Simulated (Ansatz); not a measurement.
Input and command of a plane-wave DFT calculation in Ansatz:

```yaml
crystal:
  lattice:
    - [3.9232452427, 0.0, 0.0]
    - [0.0, 3.9232452427, 0.0]
    - [0.0, 0.0, 3.9232452427]
  atoms:
    - { symbol: Ta, position: [0.5147161402, 0.5147161402, 0.5147161402] }
    - { symbol: O, position: [0.0, 0.5, 0.5], spin: 0.2 }
    - { symbol: O, position: [0.5, 0.5, 0.0], spin: 0.2 }
    - { symbol: O, position: [0.5, 0.0, 0.5], spin: 0.2 }
basis:
  ecutwfc: 420
kpoints:
  mp_grid: { grid: [12, 12, 12] }
hamiltonian:
  xc: pbesol
scf:
  occupations: { method: gaussian, width: 0.15 }
output:
  forces: true
  stress: true
  eigenvalues: true
  populations: true
magnetization:
  spin_polarized: true
```

```bash
ansatz run input.yaml --threads 1 --pin off --max-ram 2560MiB --backend cpu --events-out ev --progress --plain --runs-dir out
```

Processor: Oxide Virtual Turin-like Processor (Zen 5), 1 thread, on a host shared with other jobs.

Problem. How long does it run, and how much memory does it take?

Solution. About 2.2 min on 1 thread of Oxide Virtual Turin-like Processor (Zen 5) (shared host), peak memory 0.7 GiB. It solves 20 bands at 189 k points (the mesh reduced by symmetry) with about 1189 plane waves, in 21 SCF iterations.
